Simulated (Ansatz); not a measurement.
Ansatz (a quantum-chemistry and plane-wave program) input:

Ansatz 0.2 input:
```yaml
crystal:
  lattice:
    - [4.4792870056, 0.0, 0.0]
    - [-2.2396435028, 3.8791763377, 0.0]
    - [0.0, 0.0, 4.8893211324]
  atoms:
    - { symbol: Sb, position: [0.0, 0.0, 0.0] }
    - { symbol: Cu, position: [0.0, 0.0, 0.5] }
    - { symbol: Cu, position: [0.3333333333, 0.6666666667, 0.0] }
    - { symbol: Cu, position: [0.6666666667, 0.3333333333, 0.0] }
kpoints:
  mp_grid: { grid: [8, 8, 6] }
  band_path:
    path:
      - [[0.0, 0.0, 0.0], [0.5, 0.0, 0.0], [0.3333333333, 0.3333333333, 0.0], [0.0, 0.0, 0.0], [0.0, 0.0, 0.5], [0.5, 0.0, 0.5], [0.3333333333, 0.3333333333, 0.5], [0.0, 0.0, 0.5]]  # Γ-M-K-Γ-A-L-H-A
      - [[0.5, 0.0, 0.5], [0.5, 0.0, 0.0]]  # L-M
      - [[0.3333333333, 0.3333333333, 0.5], [0.3333333333, 0.3333333333, 0.0]]  # H-K
    npoints: 8
hamiltonian:
  xc: r2scan
  pseudopotentials: { azcp: { folder: ./paw }, kind: paw_fr }
magnetization: { noncollinear: true, spin_orbit: true }
scf:
  n_extra_bands: 12
  convergence: { dr2_threshold: 0.0000000001 }
  occupations: { method: gaussian, width: 0.05 }
output: { eigenvalues: true }
```

Output (shortened):

```
Pseudopotential: Sb, paw, valence charge 15
Pseudopotential: Cu, paw, valence charge 19
Functional definition: r2SCAN
non-collinear run that drives no moment, with spin-orbit …
Crystal: 4 atoms, lattice volume = 84.957 Å³
Basis set: ecut = 500 eV, 2171 PW (Γ), exchange–correlation on 144×144×144 points (64 copies of the dense FFT grid, shifted against one another)
Bands: 84, of which v1, the nominal top of the filled ones, is band 72 counted from 1 (71 counted from 0)
Symmetry: 24 space group operations + 24 with time reversal
k-points: 40 of 384
Projection manifold: j_resolved (fully-relativistic pseudo-atomic orbitals)
SCF iter   1: F=—  HF=-26375.627222 eV  |F-HF|=—  |Δ(HF+E_count)|=         —  Δρ=7.57e-2  dr2=3.34e0  dr2_τ=4.07e-3  dr2_m=0.00e0 (ungated)  ethr=3.10e-3  |M|=0.00e0 ∫|m|=0.00e0 μB  |m|>n=0.0e0 m-floor=0.0e0 τ_xc=0.0e0  β_m=0.30  ⟨swp⟩=8.0  Hψ=8314  notcnv=0  defer=26
preconditioner: auto → none
SCF iter   2: F=—  HF=-26375.279012 eV  |F-HF|=—  |Δ(HF+E_count)|=   3.48e-1  Δρ=2.24e-2  dr2=4.46e-1  dr2_τ=4.30e-3  dr2_m=0.00e0 (ungated)  ethr=3.10e-3  |M|=0.00e0 ∫|m|=0.00e0 μB  |m|>n=0.0e0 m-floor=0.0e0 τ_xc=0.0e0  β_m=0.35  ⟨swp⟩=2.0  Hψ=2693  notcnv=0  defer=236
preconditioner: auto → Resta (q_TF=auto, 2.654 Å⁻¹)
spin=Noncollinear: Resta preconditioning applied to the charge; magnetization (m_x, m_y, m_z) channels mix plain (no charge-response kernel on spin).
SCF iter   3: F=—  HF=-26375.280883 eV  |F-HF|=—  |Δ(HF+E_count)|=   1.87e-3  Δρ=2.10e-2  dr2=3.65e-1  dr2_τ=9.42e-4  dr2_m=0.00e0 (ungated)  ethr=6.19e-4  |M|=0.00e0 ∫|m|=0.00e0 μB  |m|>n=0.0e0 m-floor=0.0e0 τ_xc=0.0e0  β_m=0.48  ⟨swp⟩=2.6  Hψ=2408  notcnv=0  defer=232
SCF iter   4: F=—  HF=-26375.255876 eV  |F-HF|=—  |Δ(HF+E_count)|=   2.50e-2  Δρ=7.94e-3  dr2=4.71e-2  dr2_τ=1.52e-4  dr2_m=0.00e0 (ungated)  ethr=5.07e-4  |M|=0.00e0 ∫|m|=0.00e0 μB  |m|>n=0.0e0 m-floor=0.0e0 τ_xc=0.0e0  β_m=0.74  ⟨swp⟩=2.0  Hψ=2429  notcnv=0  defer=232
SCF iter   5: F=—  HF=-26375.279656 eV  |F-HF|=—  |Δ(HF+E_count)|=   2.38e-2  Δρ=9.42e-3  dr2=4.66e-2  dr2_τ=1.33e-4  dr2_m=0.00e0 (ungated)  ethr=6.54e-5  |M|=0.00e0 ∫|m|=0.00e0 μB  |m|>n=0.0e0 m-floor=0.0e0 τ_xc=0.0e0  β_m=0.81  ⟨swp⟩=2.0  Hψ=2857  notcnv=0  defer=234
SCF iter   6: F=—  HF=-26375.272514 eV  |F-HF|=—  |Δ(HF+E_count)|=   7.14e-3  Δρ=2.89e-3  dr2=4.52e-3  dr2_τ=1.23e-4  dr2_m=0.00e0 (ungated)  ethr=6.48e-5  |M|=0.00e0 ∫|m|=0.00e0 μB  |m|>n=0.0e0 m-floor=0.0e0 τ_xc=0.0e0  β_m=0.75  ⟨swp⟩=2.0  Hψ=2439  notcnv=0  defer=234
SCF iter   7: F=—  HF=-26375.275098 eV  |F-HF|=—  |Δ(HF+E_count)|=   2.58e-3  Δρ=9.75e-4  dr2=9.74e-4  dr2_τ=5.15e-6  dr2_m=0.00e0 (ungated)  ethr=6.27e-6  |M|=0.00e0 ∫|m|=0.00e0 μB  |m|>n=0.0e0 m-floor=0.0e0 τ_xc=0.0e0  β_m=0.87  ⟨swp⟩=2.0  Hψ=2053  notcnv=0  defer=234
SCF iter   8: F=—  HF=-26375.275603 eV  |F-HF|=—  |Δ(HF+E_count)|=   5.05e-4  Δρ=3.47e-4  dr2=1.31e-4  dr2_τ=6.75e-7  dr2_m=0.00e0 (ungated)  ethr=1.35e-6  |M|=0.00e0 ∫|m|=0.00e0 μB  |m|>n=0.0e0 m-floor=0.0e0 τ_xc=0.0e0  β_m=0.94  ⟨swp⟩=2.0  Hψ=2298  notcnv=0  defer=234
SCF iter  15: F=-26375.275599 eV  HF=-26375.275599 eV  |F-HF|=0.00e0  |Δ(HF+E_count)|=  8.00e-11  Δρ=3.30e-7  dr2=5.23e-11  dr2_τ=1.73e-13  dr2_m=0.00e0 (ungated)  ethr=1.00e-12  |M|=0.00e0 ∫|m|=0.00e0 μB  |m|>n=0.0e0 m-floor=0.0e0 τ_xc=0.0e0  ⟨swp⟩=8.0  Hψ=5962  notcnv=0
SCF 1 converged in 15 iterations: F = -26375.275599 eV  dr2 = 5.23e-11
NSCF: frozen V_eff on 75 k-points
SCF converged after 15 iterations
Magnetization: |M| = 0.0000 μB,  M = (+0.0000, +0.0000, +0.0000) μB
Absolute magnetization: 0.0000 μB (∫|m|)
  site 0: m = (+0.0000, +0.0000, +0.0000) μB, |m| = 0.0000 μB  (R = 1.01 Å)
  site 1: m = (+0.0000, +0.0000, +0.0000) μB, |m| = 0.0000 μB  (R = 1.01 Å)
  site 2: m = (+0.0000, +0.0000, +0.0000) μB, |m| = 0.0000 μB  (R = 1.07 Å)
  site 3: m = (+0.0000, +0.0000, +0.0000) μB, |m| = 0.0000 μB  (R = 1.07 Å)
Free energy (F): -26375.275599 eV
Harris-Foulkes:  -26375.275599 eV  (|F-HF|=0.00e0)
Internal energy: -26375.274084 eV  (E = F + TS)
E sigma→0 (E₀):  -26375.274842 eV
Entropy (-TS):   -0.001515 eV (-0.379 meV/atom)
Fermi energy:    10.035109 eV
--- Per-component energies (eV) ---
  E_band       = -1741.256966
  E_kinetic    = 942.845721
  E_local      = -19660.332028  (includes V_loc(G=0)·N_el)
  E_nonlocal   = 3115.919106
  E_hartree    = 8486.780904
  E_xc         = -272.163254
  E_vxc        = -359.897290  (∫ρ·V_xc dr)
  E_paw        = -10072.528882  (= ΣΔE_a)
  E_vpaw       = -2775.941369  (= ΣTr[D̂ρ^β])
  E_aug_tail   = 0.001290  (compensation charges beyond the density's cutoff)
  E_vtau       = 22.586662  (kinetic-family band-sum trace: ∫τ·v_τ [+ j·A + Jᵃ·Aᵃ] dr)
  E_ewald      = -8915.411437
  E_core_change = -0.385504  (= ΣΔE_core)
  E_smearing   = -0.001515  (= −TS)
  E_closure    =  0.000000  (closes the sum)
  Σ components = -26375.275599   (vs F -26375.275599, Δ=0.00e0)
  [band-id]    e_kinetic+e_local+e_nonlocal+2·e_hartree+e_vxc+e_vpaw+e_augmentation_tail+e_vtau = -1741.256100   (vs E_band -1741.256966, Δ=8.66e-4)
--- Band table (eV; the first three rows and the last of 40) ---
  k-point 0: bands = ["-106.9131", "-106.9131", "-106.9063", "-106.9063", "-106.5606", "-106.5606", "-64.5195", "-64.5195", "-64.4990", "-64.4990", "-64.1756", "-64.1756", "-62.0000", "-62.0000", "-61.9628", "-61.9628", "-61.8762", "-61.8762", "-61.8695", …
  k-point 1: bands = ["-106.9131", "-106.9131", "-106.9063", "-106.9063", "-106.5606", "-106.5606", "-64.5195", "-64.5195", "-64.4990", "-64.4990", "-64.1756", "-64.1756", "-62.0000", "-62.0000", "-61.9628", "-61.9628", "-61.8762", "-61.8762", "-61.8695", …
  k-point 2: bands = ["-106.9131", "-106.9131", "-106.9063", "-106.9063", "-106.5606", "-106.5606", "-64.5195", "-64.5195", "-64.4990", "-64.4990", "-64.1757", "-64.1757", "-62.0000", "-62.0000", "-61.9628", "-61.9628", "-61.8762", "-61.8762", "-61.8695", …
  k-point 39: bands = ["-106.9101", "-106.9101", "-106.9092", "-106.9092", "-106.5606", "-106.5606", "-64.5107", "-64.5107", "-64.5079", "-64.5079", "-64.1757", "-64.1757", "-61.9847", "-61.9847", "-61.9795", "-61.9795", "-61.8730", "-61.8730", "-61.8714", …
```

Cost: roughly 5 core-minutes on shared cores.

Space group P6/mmm. The start of the workflow was typed in or built on a structure type; neither database checked (COD, Materials Project) lists it. Whether it is the stable phase at ambient conditions was not checked. The r²SCAN relaxation kept the symmetry of its start; whether a distortion lowers the energy is not shown. No spin polarisation was allowed. Its formation energy is positive at this level, so the cell may be metastable or incomplete.

Potentials: the earlier of the program's two PAW sets.

Ansatz is a plane-wave DFT program.
